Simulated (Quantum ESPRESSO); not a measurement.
## Kohn-Sham bands of IrO2 (rutile)

```
CELL_PARAMETERS angstrom
      4.50531     0.00000     0.00000
      0.00000     4.50531     0.00000
      0.00000     0.00000     3.17671
ATOMIC_POSITIONS crystal
  Ir 0.50000 0.50000 0.50000
  Ir 0.00000 0.00000 0.00000
  O  0.69134 0.69134 0.00000
  O  0.30866 0.30866 0.00000
  O  0.80866 0.19134 0.50000
  O  0.19134 0.80866 0.50000
```

Materials Project entry mp-2723; symmetrised, unrelaxed at this level. COD (Crystallography Open Database) has an entry of this formula and space group (matched by these alone). Level: PBEsol, no spin polarisation, no spin-orbit coupling; pw.x of Quantum ESPRESSO at 68 Ry with PseudoDojo potentials, 6×6×8 k-points, Wannier90. Density: 8×8×10 mesh, cold smearing 0.01 Ry. Spin-orbit coupling is left out although heavy elements are present.

Energies are relative to the Fermi level; weights are on the orthonormalised atomic waves of the pseudopotential files, averaged over the group. 58 electrons a cell are treated as valence.

```
bands  from (eV)  to (eV)  filling  weight on atomic waves
-----  ---------  -------  -------  ----------------------
1–2       -93.55   -93.55   filled                     [?]
3–8       -50.44   -50.15   filled                     [?]
9–12      -21.11   -18.79   filled                     [?]
```

Problem. Which atomic shells make up each group?

Solution. 
- 1–2, weight on atomic waves: Ir 5s 98 %
- 3–8, weight on atomic waves: Ir 5p 99 %
- 9–12, weight on atomic waves: O 2s 84 %, Ir 5d 8 %, Ir 6s 6 %

No gap over 0.05 eV opens at the Fermi level at this level of theory.
